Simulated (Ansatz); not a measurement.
**ZnPt (P4/mmm): elastic constants by finite strains**

Level of theory: PBEsol, all-electron PAW in Ansatz 0.2.0, datasets made for the crystal, scalar-relativistic.

Cell and atoms were relaxed beforehand by PAW with this functional.

Command line:

```sh
ansatz run input.yaml --threads 1 --pin off --max-ram 2560MiB --backend cpu --events-out ev --progress --plain --runs-dir out
```

input.yaml:

```yaml
crystal:
  lattice:
    - [2.83169923256, 0.0, 0.0]
    - [0.0, 2.83169923256, 0.0]
    - [0.0, 0.0, 3.4812419502]
  atoms:
    - { symbol: Zn, position: [0.5, 0.5, 0.5] }
    - { symbol: Pt, position: [0.0, 0.0, 0.0] }
kpoints:
  mp_grid: { grid: [16, 16, 12] }
scf:
  occupations: { method: fermi_dirac, width: 0.1 }
hamiltonian:
  xc: pbesol
  pseudopotentials: { kind: all_electron, datasets: crystal }
elastic:
  mode: relaxed_ion
  stencil: two_point
  amplitude: 0.008
```

Output:

```
Warning: RAYON_NUM_THREADS=1 ignored (pool sized by the plan → 1); use --threads N
hamiltonian.pseudopotentials.datasets: crystal makes datasets for this crystal and solves the spheres of its atoms anew in each pass: cutoff 320.0 eV, the density's 1280.0 eV; recipe b8fca3b01272.33, for an error of 0.50 meV an ...
Engine: ansatz 0.2.0, aarch64-unknown-linux-gnu
Pseudopotentials: kind: all_electron
Pseudopotential: Zn, paw, valence charge 20, recommended cutoff 320 eV (normal), crystal/all_electron/pbesol/scalar/gaussian/Zn, Koelling and Harmon's equation, gaussian nucleus
Pseudopotential: Pt, paw, valence charge 18, recommended cutoff 320 eV (normal), crystal/all_electron/pbesol/scalar/gaussian/Pt, Koelling and Harmon's equation, gaussian nucleus
Functional definition: PBEsol
  exchange = pbesol_x
  correlation = pbesol_c
Crystal: 2 atoms, lattice volume = 27.914 Å³
Basis set: ecut = 320 eV, 363 PW (Γ), exchange–correlation on 36×36×48 points (8 copies of the dense FFT grid, shifted against one another)
Bands: 15, of which v1, the nominal top of the filled ones, is band 11 counted from 1 (10 counted from 0)
Symmetry: 16 space group operations
[... 201 lines left out ...]
  strain η (Voigt 11):  stress-route row diagonal C_11 = 340.11 GPa, energy-path curvature d²(F+E_count)/dδ²/Ω₀ = 339.77 GPa
         δ    σ_11 (GPa)             F (eV)   n_scf  n_hpsi   n_pw
    -8.000e-3      -2.8645     -549654.2074105      11  261886    384   relax 0 steps, max|allowed force component| 1.22e-29 eV/Å
     8.000e-3       2.5773     -549654.2076004       9  223343    384   relax 0 steps, max|allowed force component| 1.58e-30 eV/Å
  strain η (Voigt 33):  stress-route row diagonal C_33 = 240.02 GPa, energy-path curvature d²(F+E_count)/dδ²/Ω₀ = 239.83 GPa
         δ    σ_33 (GPa)             F (eV)   n_scf  n_hpsi   n_pw
    -8.000e-3      -1.9553     -549654.2080447      11  149437    384   relax 0 steps, max|allowed force component| 9.76e-30 eV/Å
     8.000e-3       1.8851     -549654.2080806       8  117061    384   relax 0 steps, max|allowed force component| 2.56e-29 eV/Å
  strain η (Voigt 23):  stress-route row diagonal C_44 = 89.62 GPa, energy-path curvature d²(F+E_count)/dδ²/Ω₀ = 89.50 GPa
         δ    σ_23 (GPa)             F (eV)   n_scf  n_hpsi   n_pw
    -8.000e-3      -0.7170     -549654.2089009       9  371029    384   relax 0 steps, max|allowed force component| 0.00e0 eV/Å
     8.000e-3       0.7170     -549654.2089007       7  295548    384   relax 0 steps, max|allowed force component| 0.00e0 eV/Å
  strain η (Voigt 12):  stress-route row diagonal C_66 = 61.18 GPa, energy-path curvature d²(F+E_count)/dδ²/Ω₀ = 61.20 GPa
         δ    σ_12 (GPa)             F (eV)   n_scf  n_hpsi   n_pw
    -8.000e-3      -0.4894     -549654.2090583       9  220060    384   relax 0 steps, max|allowed force component| 1.26e-29 eV/Å
     8.000e-3       0.4894     -549654.2090589       8  186568    384   relax 0 steps, max|allowed force component| 1.77e-30 eV/Å
```

Self-consistency was reached.

Elastic constants:

Elastic constants of a crystal by Kohn-Sham DFT: slopes of the stress over finite engineering strains of the given cell, Voigt indices, Cartesian axes as in the input.

```
Pressure at rest         : 0.02 GPa
Least elastic eigenvalue : 61.18 GPa
Elastically stable       : yes
```

| index | elastic (GPa) |
| --- | --- |
| 11 | 340.1 |
| 12 | 109.3 |
| 13 | 173.3 |
| 33 | 240 |
| 44 | 89.62 |
| 66 | 61.18 |

### Elastic moduli

Hill averages of a grain aggregate, Debye temperature from the mean sound speed over directions.

| Item | Value |
| --- | --- |
| Bulk modulus | 203 GPa |
| Shear modulus | 73.82 GPa |
| Young modulus | 197.5 GPa |
| Poisson ratio | 0.3378 |
| Bulk over shear modulus | 2.749 |
| Elastic anisotropy index | 0.7666 |
| Least young modulus | 106.4 GPa |
| Largest young modulus | 253.2 GPa |
| Longitudinal sound speed | 4410 m/s |
| Transverse sound speed | 2183 m/s |
| Elastic debye temperature | 300.6 K |
| Linear compressibility (x, y, z) | 1.396, 1.396, 2.151 1/TPa |

**Strained cells**

Stress of each strained cell less that at rest, tension positive.

```csv
strain component,strain,stress xx (GPa),stress yy (GPa),stress zz (GPa),stress yz (GPa),stress xz (GPa),stress xy (GPa),relaxation steps
xx,-0.008,-2.834,-0.8928,-1.414,0,0,0,0
xx,0.008,2.607,0.8559,1.359,0,0,0,0
zz,-0.008,-1.43,-1.43,-1.954,0,0,0,0
zz,0.008,1.343,1.343,1.886,0,0,0,0
yz,-0.008,-0.0161,-0.0101,-0.019,-0.717,0,0,0
yz,0.008,-0.016,-0.0101,-0.019,0.717,0,0,0
xy,-0.008,-0.007,-0.007,-0.0159,0,0,-0.4894,0
xy,0.008,-0.007,-0.007,-0.0159,0,0,0.4894,0
```

Keep in mind: responses of metals move with mesh and smearing; no spin-orbit coupling on heavy atoms; the softest shear constant rests on one k mesh, and a soft shear can herald a distortion on cooling; elastic stability says nothing of phonons or of other phases.

Time and hardware: 6.9 min on 1 thread of Arm Neoverse V1, with other jobs on the host, peak memory 1.5 GiB.
